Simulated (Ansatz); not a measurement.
Level: r2SCAN, no spin polarisation; 500 eV; 8×8×4 Γ-centred mesh; fermi-dirac occupations (width 0.0151 eV); Ansatz 0.2.0, fixed geometry.

Computed maps in the lattice plane spanned by a (left to right, 4.09 Å, 12 points from zero) and b (bottom to top, 4.09 Å, 12 points from zero), 90° apart, at height 0.000 along c. The fields are smooth PAW ones with compensation charges, not the true ones near nuclei.

Valence density. Digits on a logarithmic scale: 0 up to 0.03 e/Å³, each further digit a factor of 1.6, 9 from 1.3 e/Å³ up:
```
568886554445
589998544444
689998644344
589998544444
568886554445
555655555655
554445568886
544444589998
644344689998
544444589998
554445568886
555655555655
```

ELF. Ten even steps from '0' (0.00) to '9' (0.47):
```
754345797679
540004574347
530003563136
540004574347
754345797679
975557975557
797679754345
574347540004
563136530003
574347540004
797679754345
975557975557
```

Q: The cell is BaTiZnF. Which atoms lie within 0.2 Å of this plane, and where (fractions of a and b)?

A: Zn at (0.25, 0.75), Zn at (0.75, 0.25). The whole cell:
```
Ba Zn Ti F
1.0
     4.09441    0.00000    0.00000
     0.00000    4.09441    0.00000
     0.00000    0.00000    9.31650
Ba Zn Ti F
2 2 2 2
Direct
  0.25000 0.25000 0.33177
  0.75000 0.75000 0.66823
  0.25000 0.75000 0.00000
  0.75000 0.25000 0.00000
  0.75000 0.75000 0.14910
  0.25000 0.25000 0.85090
  0.25000 0.75000 0.50000
  0.75000 0.25000 0.50000
```

Origin: a known structure type with other elements, at an estimated volume, so it need not be a known compound. Caveats: many states at the Fermi level without spin polarisation, so a magnetic state may lie lower.
